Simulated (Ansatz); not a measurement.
FeCo in space group Fd-3m (No. 227; Fe on 8b, Co on 8a) at seven volumes, DFT-PBE in the program Ansatz with PAW potentials, scaled uniformly. One row is withheld.

```tsv
V (Å³/atom)	P (GPa)
10.416	?
10.759	13.74
11.102	6.34
11.446	0.00
11.789	-5.42
12.133	-9.82
12.476	-13.45
```

Q: Fit the shown pressures and predict the withheld one.

A: P = (3/2)B₀(x^(7/2) − x^(5/2))[1 + (3/4)(B′ − 4)(x − 1)] with x = (V₀/V)^(2/3). Least squares on the six rows gives V₀ = 11.443 Å³/atom, B₀ = 193 GPa, B′ = 4.85. At V = 10.416, x = 1.0647 and P = 22.81 GPa. The run itself gave 22.52 GPa.

The cell is a constructed one: a structure type filled with these elements; neither database checked (COD, Materials Project) lists it. It is not the phase usual at ambient conditions (space group No. 221). Symmetry was held in the PBE relaxation; its stability against distortions is not shown here. The final state is ferromagnetic, chosen from 3 collinear starts compared on coarse meshes (ties went to the first, and starts can fall back to one state), not a proven ground state.

Potentials: the earlier of the program's two PAW sets.
